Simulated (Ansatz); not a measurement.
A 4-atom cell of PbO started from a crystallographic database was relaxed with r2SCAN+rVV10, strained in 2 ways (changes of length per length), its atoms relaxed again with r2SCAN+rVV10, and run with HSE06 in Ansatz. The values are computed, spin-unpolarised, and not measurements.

Uniaxial +1.17 % along z, other directions held. Input:
```yaml
crystal:
  lattice:
    - [3.9804039067, 0.0, 0.0]
    - [0.0, 3.9804039067, 0.0]
    - [0.0, 0.0, 5.0594237335]
  atoms:
    - { symbol: Pb, position: [0.0, 0.5, 0.2341924403] }
    - { symbol: Pb, position: [0.5, 0.0, 0.7658075597] }
    - { symbol: O, position: [0.0, 0.0, 0.0] }
    - { symbol: O, position: [0.5, 0.5, 0.0] }
kpoints:
  mp_grid: { grid: [4, 4, 4] }
  band_path:
    path:
      - [0.0, 0.0, 0.0]
      - [0.0, 0.5, 0.0]
      - [0.5, 0.5, 0.0]
      - [0.0, 0.0, 0.5]
      - [0.0, 0.5, 0.5]
      - [0.5, 0.5, 0.5]
      - [-0.072917, -0.067708, 0.0]
    npoints: 1
hamiltonian:
  xc: hse06
scf:
  occupations: { method: fixed }
  n_extra_bands: 5
output:
  forces: true
  stress: true
  eigenvalues: true
```

Main results, then levels in eV from the Fermi energy at the points of the path (names of the unstrained zone, bands numbered from 0):
```
Crystal: 4 atoms, lattice volume = 80.160 Å³
Basis set: ecut = 420 eV, 1577 PW (Γ)
Symmetry: 16 space group operations
Space group: P4/nmm (ITA 129)
k-points: 18 of 64
Free energy (F): -24953.600122 eV
Fermi energy:    7.922973 eV
--- Forces (eV/Å), atoms counted from 1 ---
  atom   1  Pb      0.00000      0.00000    -0.26334
  atom   2  Pb      0.00000      0.00000      0.26334
  atom   3  O       0.00000      0.00000      0.00000
  atom   4  O       0.00000      0.00000      0.00000
--- Stress (GPa, compression-positive) ---
        0.357799       0.000000       0.000000
        0.000000       0.357799       0.000000
        0.000000       0.000000       0.541078
  P = ⅓ Tr σ = 0.4189 GPa (4.189 kbar)
```
```tsv
point	band_15	band_16	band_17	band_18	band_19	band_20	band_21	band_22
Γ	-4.960	-2.229	-2.179	-2.179	0.000	3.209	6.356	6.654
X	-3.787	-3.622	-3.622	-1.901	-1.901	4.216	4.216	7.672
M	-4.075	-1.835	-1.835	-1.496	-1.496	1.939	1.939	6.172
Z	-4.418	-2.270	-2.200	-2.200	-1.249	2.823	4.933	4.933
R	-4.223	-3.590	-3.590	-1.241	-1.241	3.860	3.860	7.391
A	-4.473	-2.420	-2.420	-1.498	-1.498	4.241	4.241	5.662
(-0.073,-0.068,0)	-4.837	-2.432	-2.411	-2.050	-0.002	3.499	6.013	6.158
```

With HSE06 the valence top lies at Γ and the conduction bottom at M, 1.94 eV higher; the smallest vertical gap, at Γ, is 3.21 eV. The mean pressure at these positions is +0.4 GPa, compression counted positive. (The program warns that its thresholds are loose for a hybrid's stress.)

Isotropic +3.79 % on every length. These blocks change:
```yaml
crystal:
  lattice:
    - [4.1312612148, 0.0, 0.0]
    - [0.0, 4.1312612148, 0.0]
    - [0.0, 0.0, 5.1904476555]
  atoms:
    - { symbol: Pb, position: [0.0, 0.5, 0.2183176628] }
    - { symbol: Pb, position: [0.5, 0.0, 0.7816823372] }
    - { symbol: O, position: [0.0, 0.0, 0.0] }
    - { symbol: O, position: [0.5, 0.5, 0.0] }
kpoints:
  mp_grid: { grid: [4, 4, 4] }
  band_path:
    path:
      - [0.0, 0.0, 0.0]
      - [0.0, 0.5, 0.0]
      - [0.5, 0.5, 0.0]
      - [0.0, 0.0, 0.5]
      - [0.0, 0.5, 0.5]
      - [0.5, 0.5, 0.5]
      - [-0.125, 0.114583, 0.0]
    npoints: 1
```

```
Crystal: 4 atoms, lattice volume = 88.587 Å³
Basis set: ecut = 420 eV, 1713 PW (Γ)
Symmetry: 16 space group operations
Space group: P4/nmm (ITA 129)
k-points: 18 of 64
Free energy (F): -24953.554843 eV
Fermi energy:    6.353550 eV
--- Forces (eV/Å), atoms counted from 1 ---
  atom   1  Pb      0.00000      0.00000    -0.23883
  atom   2  Pb      0.00000      0.00000      0.23883
  atom   3  O       0.00000      0.00000      0.00000
  atom   4  O       0.00000      0.00000      0.00000
--- Stress (GPa, compression-positive) ---
       -4.226989       0.000000       0.000000
        0.000000      -4.226989       0.000000
        0.000000       0.000000      -0.580546
  P = ⅓ Tr σ = -3.0115 GPa (-30.115 kbar)
```
```tsv
point	band_15	band_16	band_17	band_18	band_19	band_20	band_21	band_22
Γ	-4.410	-1.882	-1.882	-1.761	0.000	3.014	5.979	6.961
X	-3.189	-3.168	-3.168	-1.248	-1.248	4.340	4.340	7.167
M	-3.401	-1.347	-1.347	-1.179	-1.179	2.588	2.588	6.497
Z	-4.313	-1.896	-1.896	-1.804	-0.589	2.554	5.016	5.392
R	-3.562	-3.163	-3.163	-0.794	-0.794	4.014	4.014	7.503
A	-3.690	-1.835	-1.835	-1.180	-1.180	4.780	4.780	5.543
(-1/8,0.115,0)	-4.078	-2.263	-2.192	-1.609	0.043	3.723	5.768	5.984
```

The HSE06 gap is indirect, 2.51 eV (k = (-1/8, 0.115, 0) to Z), below the direct gap of 2.92 eV at Γ–Z (0.50 of the way from Γ). With the atoms held, the mean pressure is -3.0 GPa (compression positive). The stress of a hybrid is loosely converged here.

Spin-orbit coupling is left out; in compounds of Pb, Bi, Tl or Hg it can lower a gap by up to about 1 eV, split its edges or invert the bands.

The meshes of the hybrids are coarse, so their gaps aren't converged to the digits shown.
